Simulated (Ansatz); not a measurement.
Input:

GaIr₃N:
Space group Pm-3m (No. 221); a = 4.0935 Å, b = 4.0935 Å, c = 4.0935 Å, α = 90.00°, β = 90.00°, γ = 90.00°

```
atom  site  symmetry       x       y       z
----  ----  --------  ------  ------  ------
Ga      1a      m-3m  0.0000  0.0000  0.0000
Ir      3c    4/mm.m  0.0000  0.5000  0.5000
N       1b      m-3m  0.5000  0.5000  0.5000
```

This is the PBE-relaxed structure.

All from plane-wave PAW PBE (Ansatz code), unless another level is named. Estimate the electronic character.

metallic (no gap).

Predict the density of states at the Fermi level.

1.0 states/eV per atom (mean over ±0.08 eV).

Next, the formation energy from the elements (no fitted shifts)?

0.59 eV/atom.

The start of the workflow was typed in or built on a structure type; neither database checked (COD, Materials Project) lists it. Whether it is the stable phase at ambient conditions was not checked. Symmetry was held in the PBE relaxation; whether a distortion lowers the energy is not shown. The workflow began spin-polarised and lost its moments. The volume moved by 21 % from the start of the relaxation. Its formation energy is positive at this level, so the cell may be metastable or incomplete. The references are the lowest solids computed at this level, not always the standard phases (solids in place of the gases). Scalar-relativistic: spin–orbit coupling is off unless named, which matters more the heavier the elements.

Potentials: the later of the program's two PAW sets.
